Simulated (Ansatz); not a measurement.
YGa2:
```
YGa2
1.0
    4.16144     0.00000     0.00000
   -2.08072     3.60391     0.00000
    0.00000     0.00000     4.04276
Ga Y
2 1
Direct
  0.33333   0.66667   0.50000
  0.66667   0.33333   0.50000
  0.00000   0.00000   0.00000
```

Relaxed with PBEsol. Special points in fractions of this cell's reciprocal vectors: Γ (0.000, 0.000, 0.000); M (0.500, 0.000, 0.000); K (0.333, 0.333, 0.000); A (0.000, 0.000, 0.500); L (0.500, 0.000, 0.500); H (0.333, 0.333, 0.500).

Task: List the band energies nearest the Fermi level at these points for PBEsol with spin–orbit coupling (plane waves, PAW; program Ansatz).

Result: In eV from the Fermi level; about four levels below and three above (degenerate sets whole), none deeper than 8.9 eV; points with the same levels are listed once.

```
k                    below                above
-  -----------------------  -------------------
Γ  -0.29 -0.29 -0.06 -0.06  1.22 1.22 3.01 3.01
M  -0.96 -0.96 -0.60 -0.60  2.64 2.64 3.49 3.49
K  -6.64 -6.64 -4.33 -4.33  0.30 0.30 0.32 0.32
A  -8.85 -8.85 -4.56 -4.56  0.65 0.65 0.66 0.66
L  -1.83 -1.83 -1.55 -1.55  2.10 2.10 3.88 3.88
H  -1.45 -1.45 -1.39 -1.39  2.89 2.89 3.96 3.96
```

Space group P6/mmm. The workflow started from an entry of the Crystallography Open Database (COD). Its standing as an ambient phase is unchecked. The PBEsol relaxation kept the symmetry of its start; whether a distortion lowers the energy is not shown. The run is not spin-polarised.

Potentials: the later of the program's two PAW sets.
